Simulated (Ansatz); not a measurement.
One starting cell of Si2W (a generated trial cell of Si2W in the MoSi2 structure type) was relaxed twice with Ansatz (plane waves, PAW, scalar-relativistic): with r2SCAN at 500 eV and with PBE at 420 eV. The r2SCAN result:

```xyz
3
Lattice="-1.6058 1.6058 3.9021 1.6058 -1.6058 3.9021 1.6058 1.6058 -3.9021" Properties=species:S:1:pos:R:3 pbc="T T T"
W      0.0000     0.0000     0.0000
Si     0.0000     0.0000     2.6133
Si     0.0000     0.0000     5.1908
```

```
quantity                          r2SCAN         PBE
--------------------------------  ------  ----------
space group                       I4/mmm      I4/mmm
volume (Å³/atom)                   13.42  (withheld)
a (Å)                              3.212  (withheld)
c (Å)                              7.804  (withheld)
gap (eV, no spin-orbit coupling)    0.00  (withheld)
```

Task: Fill in the PBE column.

Result: 
- volume (Å³/atom), PBE: 13.67
- a (Å), PBE: 3.229
- c (Å), PBE: 7.867
- gap (eV, no spin-orbit coupling), PBE: 0.00

Both levels end in the same structure; PBE's volume is 1.9 % larger. Neither column is exact.

No spin polarisation in the result.

The run could not lose the symmetry of its start.

Ansatz is an electronic-structure program.
